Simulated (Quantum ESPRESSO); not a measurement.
Zr2WO6F2, one run as intended and one with a planted mistake

Computed values, not a measurement. The program is pw.x of Quantum ESPRESSO 7.5 (plane-wave density functional theory). The cell is made up: 11 atoms on a rutile lattice with one site empty, with randomly drawn elements, strain and displacements, not relaxed. PseudoDojo standard norm-conserving files (v0.5 for PBE, v0.4.1 for LDA and PBEsol) set the functional; there is no spin polarisation, spin-orbit coupling or dispersion term, and the masses in the input are unused placeholders.

Intended input:

```
&control calculation='scf', pseudo_dir='./dojo.nc.sr.pbe.v0_5.standard.upf', outdir='./o', disk_io='low', tprnfor=.true., tstress=.true. /
&system ibrav=0, nat=11, ntyp=4, nbnd=50, ecutwfc=84.00895049, nosym=.true., tot_charge=0,
 occupations='smearing', smearing='fd', degauss=0.0018374661
/
&electrons conv_thr=7.350e-09, electron_maxstep=60, /
ATOMIC_SPECIES
F 1.0 F.upf
O 1.0 O.upf
W 1.0 W.upf
Zr 1.0 Zr.upf
CELL_PARAMETERS angstrom
4.9549 0.0359 -0.0024
0.0359 4.795 0.0278
-0.0032 0.0368 6.4135
ATOMIC_POSITIONS angstrom
Zr -0.0118 0.0713 0.0004
W 2.5357 2.411 1.598
Zr 0.0114 -0.0039 3.2126
O 1.5562 1.4727 -0.0535
F 3.4226 3.306 0.0473
F 3.962 0.9606 1.6159
O 1.021 3.8193 1.5639
O 1.5291 1.5084 3.2235
O 3.4878 3.38 3.2436
O 3.9478 0.952 4.8071
O 1.0027 3.8614 4.7499
K_POINTS automatic
5 5 4 1 1 1
```

The log is shortened where brackets say so; the opening notice, blank lines, dates and the lines on written files are dropped, and the path of the files is cut. It prints rydbergs, bohrs and kilobars, and counts compression as positive stress. Where no state is partly filled, the Fermi energy that it prints is only some level between the filled and the empty states on the mesh, and need not lie in the true gap.

Log of the intended run:

```
     Program PWSCF v.7.5
     Parallel version (MPI & OpenMP), running on       4 processor cores
     Number of MPI processes:                 4
     Threads/MPI process:                     1
     [start-up lines left out]
     bravais-lattice index     =            0
     lattice parameter (alat)  =       9.3637  a.u.
     unit-cell volume          =    1028.1988 (a.u.)^3
     number of atoms/cell      =           11
     number of atomic types    =            4
     number of electrons       =        88.00
     number of Kohn-Sham states=           50
     kinetic-energy cutoff     =      84.0090  Ry
     charge density cutoff     =     336.0358  Ry
     scf convergence threshold =      7.3E-09
     mixing beta               =       0.7000
     number of iterations used =            8  plain     mixing
     Exchange-correlation= PBE
                           (   1   4   3   4   0   0   0)
     [axes and pseudopotential details left out]
   Cartesian axes
     site n.     atom                  positions (alat units)
         1        Zr     tau(   1) = (  -0.0023814   0.0143894   0.0000807  )
         2        W      tau(   2) = (   0.5117425   0.4865762   0.3225005  )
         3        Zr     tau(   3) = (   0.0023007  -0.0007871   0.6483512  )
         4        O      tau(   4) = (   0.3140647   0.2972131  -0.0107971  )
         5        F      tau(   5) = (   0.6907324   0.6672007   0.0095459  )
         6        F      tau(   6) = (   0.7995914   0.1938636   0.3261130  )
         7        O      tau(   7) = (   0.2060532   0.7707924   0.3156186  )
         8        O      tau(   8) = (   0.3085955   0.3044179   0.6505510  )
         9        O      tau(   9) = (   0.7038907   0.6821350   0.6546075  )
        10        O      tau(  10) = (   0.7967256   0.1921280   0.9701454  )
        11        O      tau(  11) = (   0.2023600   0.7792888   0.9586015  )
     number of k points=    50  Fermi-Dirac smearing, width (Ry)=  0.0018
                       cart. coord. in units 2pi/alat
        k(    1) = (   0.0993099   0.1020371   0.0960383), wk =   0.0400000
        k(    2) = (   0.0994115   0.1009165   0.2891932), wk =   0.0400000
     [further k points left out]
     Dense  grid:   106991 G-vectors     FFT dimensions: (  60,  54,  72)
     Estimated max dynamical RAM per process >     303.70 MB
     Estimated total dynamical RAM >       1.11 GB
     Initial potential from superposition of free atoms
     starting charge      87.9947, renormalised to      88.0000
     Starting wfcs are   62 randomized atomic wfcs
     total cpu time spent up to now is        4.3 secs
     per-process dynamical memory:   229.0 Mb
     Self-consistent Calculation
     iteration #  1     ecut=    84.01 Ry     beta= 0.70
     Davidson diagonalization with overlap
     ethr =  1.00E-02,  avg # of iterations =  2.0
     total cpu time spent up to now is       11.0 secs
     total energy              =    -647.81095017 Ry
     estimated scf accuracy    <       6.61396303 Ry
     iteration #  2     ecut=    84.01 Ry     beta= 0.70
     Davidson diagonalization with overlap
     ethr =  7.52E-03,  avg # of iterations =  6.0
     total cpu time spent up to now is       23.0 secs
     total energy              =    -642.83495768 Ry
     estimated scf accuracy    <      82.94903504 Ry
     [iterations 3 to 16 left out]
     iteration # 17     ecut=    84.01 Ry     beta= 0.70
     Davidson diagonalization with overlap
     ethr =  3.68E-10,  avg # of iterations =  2.1
     total cpu time spent up to now is      145.3 secs
     total energy              =    -651.79133223 Ry
     estimated scf accuracy    <       0.00000006 Ry
     iteration # 18     ecut=    84.01 Ry     beta= 0.70
     Davidson diagonalization with overlap
     ethr =  6.55E-11,  avg # of iterations =  4.1
     total cpu time spent up to now is      153.8 secs
     End of self-consistent calculation
     [lines on levels left out]
     the Fermi energy is     7.3696 ev
!    total energy              =    -651.79133224 Ry
     estimated scf accuracy    <          4.2E-09 Ry
     smearing contrib. (-TS)   =      -0.00000000 Ry
     internal energy E=F+TS    =    -651.79133224 Ry
     The total energy is F=E-TS. E is the sum of the following terms:
     one-electron contribution =    -240.25587618 Ry
     hartree contribution      =     160.28118943 Ry
     xc contribution           =    -144.53260619 Ry
     ewald contribution        =    -427.28403930 Ry
     convergence has been achieved in  18 iterations
     Forces acting on atoms (cartesian axes, Ry/au):
     atom    1 type  4   force =     0.10184241   -0.00429436   -0.32285520
     atom    2 type  3   force =    -0.27677645    0.05069427    0.19361671
     atom    3 type  4   force =     0.06542827   -0.05620118    0.29131189
     atom    4 type  2   force =     0.03766410    0.02632238    0.17346184
     atom    5 type  1   force =     0.01349643    0.00040702    0.04565213
     atom    6 type  1   force =    -0.04556535    0.04676201   -0.01805904
     atom    7 type  2   force =     0.08116352   -0.06870344   -0.00469824
     atom    8 type  2   force =     0.07797658    0.05170319   -0.20710510
     atom    9 type  2   force =    -0.04965771   -0.06587868   -0.20424549
     atom   10 type  2   force =     0.06400846   -0.04604280    0.02618069
     atom   11 type  2   force =    -0.06958025    0.06523158    0.02673981
     Total force =     0.700613     Total SCF correction =     0.000190
     Computing stress (Cartesian axis) and pressure
          total   stress  (Ry/bohr**3)                   (kbar)     P=     -110.49
  -0.00055588  -0.00032582  -0.00015006          -81.77      -47.93      -22.08
  -0.00032582  -0.00023031  -0.00027127          -47.93      -33.88      -39.91
  -0.00015006  -0.00027127  -0.00146709          -22.08      -39.91     -215.82
     init_run     :      4.10s CPU      4.25s WALL (       1 calls)
     electrons    :    149.18s CPU    149.53s WALL (       1 calls)
     forces       :      1.67s CPU      1.68s WALL (       1 calls)
     stress       :      6.01s CPU      6.13s WALL (       1 calls)
     [timing details left out]
     PWSCF        :   2m41.10s CPU   2m41.77s WALL
     JOB DONE.
```

A second run has one planted mistake: the smearing is too wide. The input lines that differ, file-writing options aside:

```
- &system ibrav=0, nat=11, ntyp=4, nbnd=50, ecutwfc=84.00895049, nosym=.true., tot_charge=0,
+ &system ibrav=0, nat=11, ntyp=4, nbnd=68, ecutwfc=84.00895049, nosym=.true., tot_charge=0,
-  occupations='smearing', smearing='fd', degauss=0.0018374661
+  occupations='smearing', smearing='fd', degauss=0.0404242544
```

Its log:

```
     Program PWSCF v.7.5
     Parallel version (MPI & OpenMP), running on       4 processor cores
     Number of MPI processes:                 4
     Threads/MPI process:                     1
     [start-up lines left out]
     bravais-lattice index     =            0
     lattice parameter (alat)  =       9.3637  a.u.
     unit-cell volume          =    1028.1988 (a.u.)^3
     number of atoms/cell      =           11
     number of atomic types    =            4
     number of electrons       =        88.00
     number of Kohn-Sham states=           68
     kinetic-energy cutoff     =      84.0090  Ry
     charge density cutoff     =     336.0358  Ry
     scf convergence threshold =      7.3E-09
     mixing beta               =       0.7000
     number of iterations used =            8  plain     mixing
     Exchange-correlation= PBE
                           (   1   4   3   4   0   0   0)
     [axes and pseudopotential details left out]
   Cartesian axes
     site n.     atom                  positions (alat units)
         1        Zr     tau(   1) = (  -0.0023814   0.0143894   0.0000807  )
         2        W      tau(   2) = (   0.5117425   0.4865762   0.3225005  )
         3        Zr     tau(   3) = (   0.0023007  -0.0007871   0.6483512  )
         4        O      tau(   4) = (   0.3140647   0.2972131  -0.0107971  )
         5        F      tau(   5) = (   0.6907324   0.6672007   0.0095459  )
         6        F      tau(   6) = (   0.7995914   0.1938636   0.3261130  )
         7        O      tau(   7) = (   0.2060532   0.7707924   0.3156186  )
         8        O      tau(   8) = (   0.3085955   0.3044179   0.6505510  )
         9        O      tau(   9) = (   0.7038907   0.6821350   0.6546075  )
        10        O      tau(  10) = (   0.7967256   0.1921280   0.9701454  )
        11        O      tau(  11) = (   0.2023600   0.7792888   0.9586015  )
     number of k points=    50  Fermi-Dirac smearing, width (Ry)=  0.0404
                       cart. coord. in units 2pi/alat
        k(    1) = (   0.0993099   0.1020371   0.0960383), wk =   0.0400000
        k(    2) = (   0.0994115   0.1009165   0.2891932), wk =   0.0400000
     [further k points left out]
     Dense  grid:   106991 G-vectors     FFT dimensions: (  60,  54,  72)
     Estimated max dynamical RAM per process >     370.23 MB
     Estimated total dynamical RAM >       1.37 GB
     Initial potential from superposition of free atoms
     starting charge      87.9947, renormalised to      88.0000
     Starting wfcs are   62 randomized atomic wfcs +    6 random wfcs
     total cpu time spent up to now is        4.4 secs
     per-process dynamical memory:   289.7 Mb
     Self-consistent Calculation
     iteration #  1     ecut=    84.01 Ry     beta= 0.70
     Davidson diagonalization with overlap
     ethr =  1.00E-02,  avg # of iterations =  7.5
     total cpu time spent up to now is       16.5 secs
     total energy              =    -648.00456078 Ry
     estimated scf accuracy    <       6.39441304 Ry
     iteration #  2     ecut=    84.01 Ry     beta= 0.70
     Davidson diagonalization with overlap
     ethr =  7.27E-03,  avg # of iterations =  3.0
     total cpu time spent up to now is       28.1 secs
     total energy              =    -642.73136234 Ry
     estimated scf accuracy    <      84.48481825 Ry
     [iterations 3 to 17 left out]
     iteration # 18     ecut=    84.01 Ry     beta= 0.70
     Davidson diagonalization with overlap
     ethr =  1.06E-10,  avg # of iterations =  1.9
     total cpu time spent up to now is      176.2 secs
     total energy              =    -651.89699386 Ry
     estimated scf accuracy    <       0.00000004 Ry
     iteration # 19     ecut=    84.01 Ry     beta= 0.70
     Davidson diagonalization with overlap
     ethr =  5.05E-11,  avg # of iterations =  1.0
     total cpu time spent up to now is      184.5 secs
     End of self-consistent calculation
     [lines on levels left out]
     the Fermi energy is     7.6124 ev
!    total energy              =    -651.89699386 Ry
     estimated scf accuracy    <          3.8E-09 Ry
     smearing contrib. (-TS)   =      -0.25612357 Ry
     internal energy E=F+TS    =    -651.64087030 Ry
     The total energy is F=E-TS. E is the sum of the following terms:
     one-electron contribution =    -240.50645191 Ry
     hartree contribution      =     160.73407591 Ry
     xc contribution           =    -144.58445500 Ry
     ewald contribution        =    -427.28403930 Ry
     convergence has been achieved in  19 iterations
     Forces acting on atoms (cartesian axes, Ry/au):
     atom    1 type  4   force =     0.10918452   -0.00469360   -0.25695359
     atom    2 type  3   force =    -0.23451425    0.05266779    0.15809160
     atom    3 type  4   force =     0.06246038   -0.05075571    0.22531376
     atom    4 type  2   force =     0.01041409    0.00504576    0.14193790
     atom    5 type  1   force =     0.02227678    0.01111717    0.03019657
     atom    6 type  1   force =    -0.03385489    0.03384131   -0.01661035
     atom    7 type  2   force =     0.05379060   -0.04725413   -0.00563299
     atom    8 type  2   force =     0.04610030    0.02729090   -0.16713728
     atom    9 type  2   force =    -0.02933748   -0.04282328   -0.16489034
     atom   10 type  2   force =     0.05197402   -0.03818949    0.02044461
     atom   11 type  2   force =    -0.05849406    0.05375329    0.03524012
     Total force =     0.565979     Total SCF correction =     0.000211
     Computing stress (Cartesian axis) and pressure
          total   stress  (Ry/bohr**3)                   (kbar)     P=      -77.71
  -0.00048394  -0.00037538  -0.00011763          -71.19      -55.22      -17.30
  -0.00037538  -0.00019912  -0.00025887          -55.22      -29.29      -38.08
  -0.00011763  -0.00025887  -0.00090183          -17.30      -38.08     -132.66
     init_run     :      4.15s CPU      4.33s WALL (       1 calls)
     electrons    :    179.66s CPU    180.14s WALL (       1 calls)
     forces       :      1.89s CPU      1.91s WALL (       1 calls)
     stress       :      6.70s CPU      6.82s WALL (       1 calls)
     [timing details left out]
     PWSCF        :   3m12.54s CPU   3m13.40s WALL
     JOB DONE.
```

```
                                            intended run  run with the mistake
                          free energy (eV)     -8868.073             -8869.510
                    smearing term -TS (eV)        0.0000               -3.4847
                            pressure (GPa)        -11.05                 -7.77
            largest force component (eV/Å)         8.301                 6.607
largest change of a force component (eV/Å)                               1.697
                                iterations            18                    19
```

For scale, a rerun of the intended cell at 1467 eV and a 7 x 7 x 6 mesh moved values by no more than 0.005 eV in energy, 0.02 GPa in stress and 0.003 eV/Å in force. The number of bands, nbnd, was set by rule from the electron count and the smearing, so it follows the mistake.